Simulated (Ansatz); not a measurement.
Property card for Sn3PbS4

Method: DFT PBE, scalar-relativistic, plane waves, PAW (Ansatz).

Plane waves to 420 eV, a k mesh through Γ of 6×10×4 on the computed 8-atom cell and Gaussian smearing (0.02 eV); no spin polarisation.

The structure is relaxed at this level of theory with its symmetry kept, and needn't be the ground state of this composition.

Space group Pm (No. 6). a = 6.017 Å, b = 4.074 Å, c = 8.413 Å, α = 90.00°, β = 90.55°, γ = 90.00°
```tsv
atom	site	symmetry	x	y	z
Sn	1a	m	0.8034	0.0000	0.3894
Sn	1b	m	0.2960	0.5000	0.1215
Sn	1b	m	0.1966	0.5000	0.6173
Pb	1a	m	0.6904	0.0000	0.8854
S	1b	m	0.8668	0.5000	0.1750
S	1b	m	0.6315	0.5000	0.6592
S	1a	m	0.1487	0.0000	0.8256
S	1a	m	0.3666	0.0000	0.3265
```

Q: Formation energy from the elements' standard states (uncorrected)?

A: -0.465 eV/atom.

Q: Kohn–Sham band gap?

A: 0.40 eV.

Q: Orbital (Löwdin) character of the top 1 eV of the valence band?

A: S 3p 59 %, Sn 5s 20 %, Sn 5p 14 %.

Q: Orbital (Löwdin) character of the lowest 1 eV of the conduction band?

A: Sn 5p 44 %, Pb 6p 19 %, S 3p 15 %, S 3s 11 %.

Q: Bader charge by site (e)?

A: Sn (1 in the cell) 0.99, Sn (1 in the cell) 0.96, Sn (1 in the cell) 0.96, Pb (1 in the cell) 0.96, S (1 in the cell) -0.98, S (1 in the cell) -0.95, S (1 in the cell) -0.97, S (1 in the cell) -0.97.

Spin-orbit coupling is left out, which matters for the bands of heavy elements. The cell holds layers, chains or molecules and no dispersion correction was added, so their binding is poorly described.

The cell was found from a structure generator's guess, not taken from experiment. Kohn–Sham gaps at this level usually fall short of measured ones. Löwdin shares on free-atom orbitals overweight diffuse shells in the empty bands.
